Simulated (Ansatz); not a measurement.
**Computed properties of TiYS₂**

TiYS₂:
```
TiYS2
1.0
    3.54389     0.00000     0.00000
   -1.77194     3.06910     0.00000
    0.00000     0.00000     6.64796
S Ti Y
2 1 1
Cartesian
  1.77194   1.02303   5.17333
  0.00000   2.04606   1.47463
  0.00000   0.00000   0.00000
  0.00000   0.00000   3.32398
```

Space group P-3m1 (No. 164); conventional cell a = 3.5439 Å, b = 3.5439 Å, c = 6.6480 Å, α = 90.00°, β = 90.00°, γ = 120.00°.

Method: plane-wave PAW r²SCAN+D4 (Ansatz code). Geometry: relaxed at this level of theory. Other levels are named where they apply.

### Cell and energy

```yaml
volume_per_atom: 18.08 Å³
density: 4.61 g/cm³
Formation energy from the elements (no fitted shifts): -174 kJ/mol of atoms
```

### Electronic structure

```yaml
electronic_character: metallic (no gap)
Density of states at the Fermi level: 1.0 states/eV per atom (mean over ±0.08 eV)
Gap with spin–orbit coupling: none (metallic)
```

### Mechanics

```yaml
Bulk modulus (Birch–Murnaghan fit): 107 GPa
Pressure derivative B′: 4.2
```

### Charges

```yaml
bader_charges: S -1.54, Ti +1.53, Y +1.56 e
```

A made-up cell: these elements were put on the sites of a structure type; neither database checked (COD, Materials Project) lists it. Whether it is the stable phase at ambient conditions was not checked. The cell was relaxed with r²SCAN+D4 under the symmetry of its start; whether a distortion lowers the energy is not shown. No spin polarisation was allowed. With an odd number of electrons in the cell and no spin polarisation, the count alone makes it a metal. The references are the lowest solids computed at this level, not always the standard phases. Scalar-relativistic: spin–orbit coupling is off unless named, which matters more the heavier the elements.

Potentials: the later of the program's two PAW sets.
